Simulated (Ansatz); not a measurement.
BeSe (zinc blende, space group No. 216) at seven volumes, the program Ansatz at the PBEsol level (PAW), scaled uniformly. One row is withheld.

```tsv
V (Å³/atom)	P (GPa)
15.347	9.00
15.853	5.54
16.359	2.57
16.865	0.00
17.371	-2.22
17.877	?
18.383	-5.80
```

Question: Fit the shown pressures and predict the withheld one.

Answer: P = (3/2)B₀(x^(7/2) − x^(5/2))[1 + (3/4)(B′ − 4)(x − 1)] with x = (V₀/V)^(2/3). Least squares on the six rows gives V₀ = 16.865 Å³/atom, B₀ = 79.5 GPa, B′ = 3.87. At V = 17.877, x = 0.9619 and P = -4.14 GPa. The run itself gave -4.14 GPa.

Space group F-43m (zinc blende). The cell was relaxed with PBEsol under the symmetry of its start.

Potentials: the later of the program's two PAW sets.
